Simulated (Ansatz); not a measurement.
**SiNi₂ at a changed volume: ⁶¹Ni nuclear quadrupole resonance**

Cell: a COD entry, relaxed with PBE at fixed cell and then changed (volume scaled by 0.96, ions relaxed).

Space group Pnma (No. 62); a = 4.9226, b = 3.6697, c = 6.9646 Å.

| site | Wyckoff | site symmetry | x | y | z |
| --- | --- | --- | --- | --- | --- |
| Si | 4c | .m. | 0.2918 | 0.2500 | 0.3869 |
| Ni5 | 4c | .m. | 0.9572 | 0.2500 | 0.7926 |
| Ni9 | 4c | .m. | 0.3297 | 0.2500 | 0.0608 |

One atom of each set is listed.

The numbers come from a DFT calculation in Ansatz (PBE, plane waves and PAW, scalar-relativistic, collinear spin, 420 eV cutoff, Γ-centred 9×12×6 k-points, Fermi–Dirac smearing 0.05 eV). Start moments as typed (μB): 1.5 on each Ni, none on the rest.

⁶¹Ni: I = 3/2, Q = 162.0 mb (year-2017 value). Static lattice, zero field.

**Question.** Predict the zero-field ⁶¹Ni lines of each site.

**Answer.** For I = 3/2 there is one line, ν = (|C_Q|/2)(1 + η²/3)^½.

```
site  atoms  V_zz (10²¹ V/m²)  C_Q (MHz)     η  line frequencies (MHz)
 Ni5      4             -2.15      -8.42  0.79                    4.63
 Ni9      4              1.20       4.70  0.47                    2.43
```

The run finds no gap above 0.1 eV (a metal, or nearly one), so the gradients can move by 10 % or more with the k-mesh. With these PAW files V_zz is typically within 2 to 3 % of all-electron values, but misses above 10 % occur on Ni. At this changed cell the PBE pressure is 11 GPa. The start moments die out, and the run ends without spin.

The relaxation (3 steps) took 4 min of wall time (16 min of CPU time) and 2.8 GiB at its peak, on 4 threads of Arm Neoverse V2 (aarch64; 8 cores open to the job, memory cap 8.0 GiB, no GPU), a shared host with a load of 0.7 a core.
